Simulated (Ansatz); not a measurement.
Space group R-3m:H (No. 166). a = 3.597 Å, b = 3.597 Å, c = 28.159 Å, α = 90.00°, β = 90.00°, γ = 120.00°
```
atom site symmetry x y z
  Ti    6c        3m  0.6667  0.3333  0.9536
  Te    6c        3m  0.3333  0.6667  0.8893
   P    3a       -3m  0.0000  0.0000  0.0000
```

Equation of state of this Ti2Te2P structure (not necessarily the ground state), with shape and atoms relaxed at each volume where symmetry leaves them free. It has no gap at any of these volumes. All numbers below come from DFT PBEsol, scalar-relativistic, plane waves, PAW in Ansatz 0.2.0.

Settings: cutoff 420 eV, Γ-centred mesh 12×12×12 on the computed 5-atom cell, Gaussian smearing of 0.10 eV; no spin polarisation.

```tsv
V (Å³/atom)	E − E(largest V) (meV/atom)	P (GPa)
19.778	6.90	3.72
20.409	-3.14	1.51
21.040	-5.84	0.00
21.671	-3.94	-0.84
22.302	0.00	-1.11
```

Task: Fit a third-order Birch–Murnaghan equation to E(V).

Result: V0 = 21.04 Å³/atom, B0 = 37 GPa, B0' = 18.7. B0' is unusual or poorly fixed by this range.

Spin-orbit coupling is left out, which matters for the bands of heavy elements.

Cost: 5 runs of about 16 core-minutes in all, on Oxide Virtual Turin-like Processor (Zen 5) (shared hosts).